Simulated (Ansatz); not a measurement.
**CaZn2Ge2: how the free axis answers a strain**

CaZn2Ge2, I4/mmm, a = 4.254 Å, c = 10.597 Å. The structure is a COD entry; whether it is the stable form wasn't checked. Ansatz: r2SCAN, PAW, 500 eV, Γ-centred 8×8×4 mesh on 10 atoms, Gaussian smearing 0.10 eV; no spin polarisation. Series: biaxial strain in the a-b plane, c and atoms relaxed; x is the strain in per cent. y is the change of c in per cent of 10.597 Å.

```tsv
x (%)	y (%)
-6.0	6.58
-4.0	?
-2.0	1.84
0.0	0.00
2.0	-1.41
4.0	-2.86
6.0	-4.29
```

**Question.** Fit y = c1 x + c2 x² to the other rows, say what c1 measures, and predict the missing y.

**Answer.** Least squares on the rows shown. y = −0.8883 x + 0.03307 x². With no stress along c, c1 = −2C13/C33 = -0.888. With a term in x³ added, the coefficient of x becomes -0.7978, 10 % less, which shows how far this figure hangs on the form. At x = -4.0 the fit asked for gives 4.08 %. The run gave 4.81 %, so the fit is 0.73 % too low, 6.7 % of the span of the series, against an rms of 0.15 % on the fitted rows. With a term in x³ added, a fit to the same known rows predicts 3.90 %, further off still.

Cost: 7 runs of about 25 core-minutes in all, on Oxide Virtual Turin-like Processor (Zen 5) (shared hosts).